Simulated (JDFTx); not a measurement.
Input for JDFTx (a modified build): toluene, C7H8 (SMILES Cc1ccccc1), charge 0, multiplicity 1, vacuum; lengths in bohr, energies in hartree.

```
lattice \
  25.5113026824 0.0000000000 0.0000000000 \
  0.0000000000 22.6767134955 0.0000000000 \
  0.0000000000 0.0000000000 17.4799666528
coords-type Cartesian
ion C -4.7009448529 -0.0008670753 -0.4897492012 0
ion C -1.8673435411 0.0000376274 -0.5153325274 0
ion C -0.5264101347 2.2574130459 -0.5057593926 0
ion C 2.0883676844 2.2603211591 -0.4882508085 0
ion C 3.4039717151 -0.0010347060 -0.4810942534 0
ion C 2.0866118101 -2.2608462464 -0.4887186072 0
ion C -0.5278903734 -2.2576307830 -0.5048934112 0
ion H -5.4412586122 -1.6910818594 -1.3963932736 0
ion H -5.4447261231 1.6549970874 -1.4537124733 0
ion H -5.3860329806 0.0319611350 1.4537124733 0
ion H -1.5433194140 4.0297400465 -0.5124340294 0
ion H 3.1031315711 4.0323980188 -0.4854674717 0
ion H 5.4447261231 -0.0052353252 -0.4742246779 0
ion H 3.1021619418 -4.0323980188 -0.4849742143 0
ion H -1.5447403309 -4.0295230247 -0.5131803163 0
ion-species pseudo/c_pbe_v1.2.upf
ion-species pseudo/h_pbe_v1.4.upf
elec-cutoff 20 100
elec-ex-corr gga-PBE
symmetries none
coulomb-interaction Isolated
coulomb-truncation-embed 0 0 0
elec-n-bands 21
converge-empty-states yes
electronic-scf nIterations 100 energyDiffThreshold 1e-8
dump-name s0.$VAR
dump End State Ecomponents EigStats BandEigs Forces ElecDensity IonicPositions
```

The minimisation and the closing blocks of the log:

```
Will mix electronic density at each iteration.
SCF: Cycle:  0   Etot: -44.533109529199308   dEtot: -5.468e-01   |Residual|: 4.027e-01   |deigs|: 2.516e-02
SCF: Cycle:  1   Etot: -44.633813923283512   dEtot: -1.007e-01   |Residual|: 2.255e-01   |deigs|: 5.098e-02
SCF: Cycle:  2   Etot: -44.676132879436722   dEtot: -4.232e-02   |Residual|: 6.107e-02   |deigs|: 5.548e-02
SCF: Cycle:  3   Etot: -44.675932376407104   dEtot: +2.005e-04   |Residual|: 2.872e-02   |deigs|: 2.244e-03
SCF: Cycle:  4   Etot: -44.677162987767247   dEtot: -1.231e-03   |Residual|: 1.660e-02   |deigs|: 1.423e-02
SCF: Cycle:  5   Etot: -44.677536679632496   dEtot: -3.737e-04   |Residual|: 1.036e-02   |deigs|: 4.369e-03
SCF: Cycle:  6   Etot: -44.677497560228794   dEtot: +3.912e-05   |Residual|: 7.108e-03   |deigs|: 5.610e-03
SCF: Cycle:  7   Etot: -44.677598736463061   dEtot: -1.012e-04   |Residual|: 4.438e-03   |deigs|: 8.147e-03
SCF: Cycle:  8   Etot: -44.677638551172677   dEtot: -3.981e-05   |Residual|: 4.456e-03   |deigs|: 8.576e-04
SCF: Cycle:  9   Etot: -44.677669397378438   dEtot: -3.085e-05   |Residual|: 2.155e-03   |deigs|: 1.368e-03
SCF: Cycle: 10   Etot: -44.677679618568504   dEtot: -1.022e-05   |Residual|: 2.599e-03   |deigs|: 3.428e-04
SCF: Cycle: 11   Etot: -44.677689127551382   dEtot: -9.509e-06   |Residual|: 9.371e-04   |deigs|: 4.661e-04
SCF: Cycle: 12   Etot: -44.677690007461131   dEtot: -8.799e-07   |Residual|: 1.005e-03   |deigs|: 7.093e-04
SCF: Cycle: 13   Etot: -44.677690731619599   dEtot: -7.242e-07   |Residual|: 8.218e-04   |deigs|: 2.375e-04
SCF: Cycle: 14   Etot: -44.677690067598284   dEtot: +6.640e-07   |Residual|: 1.115e-03   |deigs|: 2.411e-04
SCF: Cycle: 15   Etot: -44.677691238677646   dEtot: -1.171e-06   |Residual|: 3.239e-04   |deigs|: 1.939e-04
SCF: Cycle: 16   Etot: -44.677691313659679   dEtot: -7.498e-08   |Residual|: 1.695e-04   |deigs|: 1.646e-04
SCF: Cycle: 17   Etot: -44.677691278214027   dEtot: +3.545e-08   |Residual|: 2.427e-04   |deigs|: 2.489e-04
SCF: Cycle: 18   Etot: -44.677691360871641   dEtot: -8.266e-08   |Residual|: 1.995e-04   |deigs|: 1.714e-04
SCF: Cycle: 19   Etot: -44.677691512514102   dEtot: -1.516e-07   |Residual|: 1.768e-04   |deigs|: 9.640e-05
SCF: Cycle: 20   Etot: -44.677691575581235   dEtot: -6.307e-08   |Residual|: 9.348e-05   |deigs|: 2.537e-05
SCF: Cycle: 21   Etot: -44.677691595649009   dEtot: -2.007e-08   |Residual|: 7.953e-05   |deigs|: 2.230e-05
SCF: Cycle: 22   Etot: -44.677691609059167   dEtot: -1.341e-08   |Residual|: 2.326e-05   |deigs|: 3.370e-05
SCF: Cycle: 23   Etot: -44.677691613697327   dEtot: -4.638e-09   |Residual|: 1.660e-05   |deigs|: 1.274e-05
SCF: Cycle: 24   Etot: -44.677691616863150   dEtot: -3.166e-09   |Residual|: 1.395e-05   |deigs|: 4.884e-05
SCF: Converged (|Delta E|<1.000000e-08 for 2 iters).
Converging empty states (this may take a while): |deigs|: 2.300e-05

# Ionic positions in cartesian coordinates:
ion C  -4.700944852900001  -0.000867075300000  -0.489749201200000 0
ion C  -1.867343541100000   0.000037627400000  -0.515332527400000 0
ion C  -0.526410134700000   2.257413045900000  -0.505759392600000 0
ion C   2.088367684400001   2.260321159100000  -0.488250808500000 0
ion C   3.403971715100000  -0.001034706000000  -0.481094253400000 0
ion C   2.086611810100000  -2.260846246400000  -0.488718607200000 0
ion C  -0.527890373400000  -2.257630783000001  -0.504893411200000 0
ion H  -5.441258612200000  -1.691081859400000  -1.396393273600000 0
ion H  -5.444726123100000   1.654997087400000  -1.453712473300000 0
ion H  -5.386032980600000   0.031961135000000   1.453712473300000 0
ion H  -1.543319414000000   4.029740046500000  -0.512434029400000 0
ion H   3.103131571100000   4.032398018800000  -0.485467471700000 0
ion H   5.444726123100000  -0.005235325200000  -0.474224677900000 0
ion H   3.102161941800000  -4.032398018800000  -0.484974214300000 0
ion H  -1.544740330900000  -4.029523024700000  -0.513180316300000 0

# Forces in Cartesian coordinates:
force C   0.007748312636349  -0.000180976417482   0.000279583863459 0
force C  -0.008822972902097  -0.000007964682308  -0.000538219658842 0
force C   0.000432556514380   0.000419064355702   0.000059429225289 0
force C   0.001309782085610   0.001669547431059   0.000141126662641 0
force C   0.002174825857624  -0.000006549720367   0.000093185023061 0
force C   0.001452275827400  -0.001803179628169   0.000258149310824 0
force C   0.000554011956550  -0.000349264494452  -0.000096375976143 0
force H  -0.004642775385453  -0.006693256362331  -0.003534891872319 0
force H  -0.004713921562580   0.006797588398956  -0.003877851153690 0
force H  -0.005008048992554   0.000156238430897   0.007847620140037 0
force H  -0.005058832245143   0.008706784966200  -0.000296608389536 0
force H   0.004860237795995   0.008584892816991  -0.000018407802566 0
force H   0.010036348438825   0.000161207125310   0.000018750769798 0
force H   0.004804707237269  -0.008659048617926  -0.000055587560597 0
force H  -0.005160974537818  -0.008801136318334  -0.000251329295915 0

# Energy components:
   Eewald =      139.1823855742849787
       EH =      172.3409672304117635
     Eloc =     -373.2114322213676587
      Enl =        5.4265272104598550
      Exc =      -15.5597659286825554
 Exc_core =        0.2357318191596706
       KE =       26.9078946988707983
-------------------------------------
     Etot =      -44.6776916168631502


	eMin: -0.784612 at state 0 ( [ +0.000000 +0.000000 +0.000000 ] spin 0 )
	HOMO: -0.221224 at state 0 ( [ +0.000000 +0.000000 +0.000000 ] spin 0 )
```

The run took 25 electronic cycles; the highest occupied level lies at -6.02 eV from the vacuum level.
